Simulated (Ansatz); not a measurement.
KCl (rock salt, Fm-3m), a = b = c = 6.2930 Å, α = β = γ = 90.00°; the cell used has 2 atoms.

Relaxed with r²SCAN. Independent-particle spectrum: no excitons, no local fields, no scissors shift; 0.1 eV broadening; ε₁ of the summed bands alone.

Q: Tabulate the dielectric function from DFT-r²SCAN in the program Ansatz with PAW potentials.

A: 

| E (eV) | ε₁ xx | ε₂ xx |
|---|---|---|
| 0.0 | 2.40 | 0.00 |
| 0.5 | 2.40 | 0.00 |
| 1.0 | 2.41 | 0.00 |
| 1.5 | 2.43 | 0.00 |
| 2.0 | 2.45 | 0.00 |
| 2.5 | 2.48 | 0.00 |
| 3.0 | 2.53 | 0.00 |
| 3.5 | 2.58 | 0.00 |
| 4.0 | 2.66 | 0.00 |
| 4.5 | 2.75 | 0.00 |
| 5.0 | 2.89 | 0.00 |
| 5.5 | 3.10 | 0.00 |
| 6.0 | 3.49 | 0.26 |
| 6.5 | 3.58 | 0.50 |
| 7.0 | 3.87 | 0.67 |
| 7.5 | 4.35 | 1.65 |
| 8.0 | 4.01 | 2.62 |
| 8.5 | 2.68 | 4.29 |
| 9.0 | 1.49 | 2.07 |
| 9.5 | 1.27 | 1.75 |
| 10.0 | 2.03 | 0.91 |
| 10.5 | 3.36 | 1.81 |
| 11.0 | 2.14 | 4.90 |
| 11.5 | 0.28 | 3.61 |
| 12.0 | -0.53 | 2.35 |

Q: From ε at 7.3 eV (xx: 4.40 + 1.11i), find n, k, the normal reflectivity and the absorption coefficient.

A: n = 2.11, k = 0.263, R = 13 %, α = 2kE/ħc = 190000 cm⁻¹.

With all bands, ε∞ without local fields is 2.43. DFPT, with local fields, gives 2.25.

The r²SCAN relaxation kept the symmetry of its start; phonons on a q-mesh show no instability.

Potentials: the later of the program's two PAW sets.
